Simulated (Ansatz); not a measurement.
C:
```xyz
8
Lattice="-0.8347 -0.5205 -4.6945 -1.1072 -4.2066 0.0000 -3.7712 0.0000 0.0000" Properties=species:S:1:pos:R:3 pbc="T T T"
C     -4.0793    -4.2000    -1.3618
C     -4.5528    -2.5525    -2.9536
C     -2.0143    -0.9807    -1.0562
C     -1.2015    -1.9717    -0.4940
C     -3.1557    -2.1204    -3.0719
C     -1.9128    -2.5358    -3.7406
C     -4.6161    -2.9092    -1.4737
C     -2.8349    -1.1197    -2.1568
```

Relaxed with LDA. Special points in fractions of this cell's reciprocal vectors: Γ (0.000, 0.000, 0.000); X (0.500, 0.000, 0.000); Y (0.000, 0.500, 0.000); Z (0.000, 0.000, 0.500); R (0.500, 0.500, 0.500); T (0.000, 0.500, 0.500); U (0.500, 0.000, 0.500); V (0.500, 0.500, 0.000).

Task: List the band energies nearest the Fermi level at these points for DFT-LDA in the program Ansatz with PAW potentials.

Result: In eV from the Fermi level; about four levels below and three above (degenerate sets whole), none deeper than 8.9 eV; points with the same levels are listed once.

| k | below | above |
|---|---|---|
| Γ | -4.74 -3.11 -2.90 -0.90 | 0.33 1.50 3.25 |
| X | -4.69 -3.25 -2.22 -1.30 | 0.34 2.28 2.86 |
| Y | -4.49 -3.84 -2.87 -0.01 | 1.33 1.94 2.83 |
| Z | -4.02 -3.56 -1.84 -1.02 | 1.14 3.47 3.94 |
| R | -4.50 -2.74 -1.45 -0.72 | 0.49 1.95 4.33 |
| T | -3.99 -2.58 -1.41 -0.78 | 0.73 1.73 3.73 |
| U | -5.12 -2.98 -2.29 -1.23 | 1.11 3.33 3.60 |
| V | -4.88 -3.13 -2.97 -0.19 | 0.59 2.26 3.36 |

Space group P1. The start of the workflow was typed in or built on a structure type; neither database checked (COD, Materials Project) lists it. It is not the phase usual at ambient conditions (space group No. 194, 227). The cell was relaxed with LDA; whether a distortion lowers the energy is not shown. The volume moved by -16 % from the start of the relaxation. The Fermi level of a semimetal is unsure by some 0.05 eV on such meshes.

Potentials: the later of the program's two PAW sets.
